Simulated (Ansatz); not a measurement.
# S, first-principles data

S:
```xyz
32
Lattice="0.0000 6.1289 11.7754 4.9833 0.0000 11.7754 4.9833 6.1289 0.0000" Properties=species:S:1:pos:R:3 pbc="T T T"
S      7.6710    10.1982    19.3347
S      7.2788     8.1886    19.3347
S      7.6710     8.1886    15.9914
S      7.2788    10.1982    15.9914
S      4.7872     5.1242    10.1037
S      5.1794     7.1337    10.1037
S      4.7872     7.1337    13.4470
S      5.1794     5.1242    13.4470
S      9.2151    10.5681    20.6355
S      5.7347     7.8188    20.6355
S      9.2151     7.8188    14.6906
S      5.7347    10.5681    14.6906
S      3.2431     4.7543     8.8029
S      6.7235     7.5036     8.8029
S      3.2431     7.5036    14.7478
S      6.7235     4.7543    14.7478
S      8.4089     5.0731    10.6376
S      1.5577     7.1848    10.6376
S      8.4089     7.1848    12.9131
S      1.5577     5.0731    12.9131
S      4.0493     4.1203     7.0254
S      5.9172     8.1376     7.0254
S      4.0493     8.1376    16.5253
S      5.9172     4.1203    16.5253
S      3.4182     9.6377    11.9625
S      6.5483     2.6202    11.9625
S      3.4182     2.6202    11.5882
S      6.5483     9.6377    11.5882
S      4.0567     5.6847     5.7005
S      5.9099     6.5732     5.7005
S      4.0567     6.5732    17.8502
S      5.9099     5.6847    17.8502
```

Space group Fddd (No. 70), α-S8; conventional cell a = 9.9665 Å, b = 12.2579 Å, c = 23.5507 Å, α = β = γ = 90.00°.

Method: plane-wave PAW LDA (Ansatz code). The cell and atoms are relaxed at this level. Other levels are named where they apply.

**Cell and energy**

```yaml
volume_per_atom: 22.48 Å³
density: 2.37 g/cm³
```

**Electronic structure**

```yaml
band_gap: 1.60 eV (indirect)
valence_band_maximum: at Γ
conduction_band_minimum: at Σ0 (k = 0.000, 0.458, 0.458) (2 equivalent valleys)
smallest_direct_gap_on_the_standard_path: 1.81 eV
```

Symmetry was held in the LDA relaxation. A crystal of weakly bound molecules computed without a dispersion correction: the cell and the soft elastic constants depend strongly on that.

Potentials: the earlier of the program's two PAW sets.
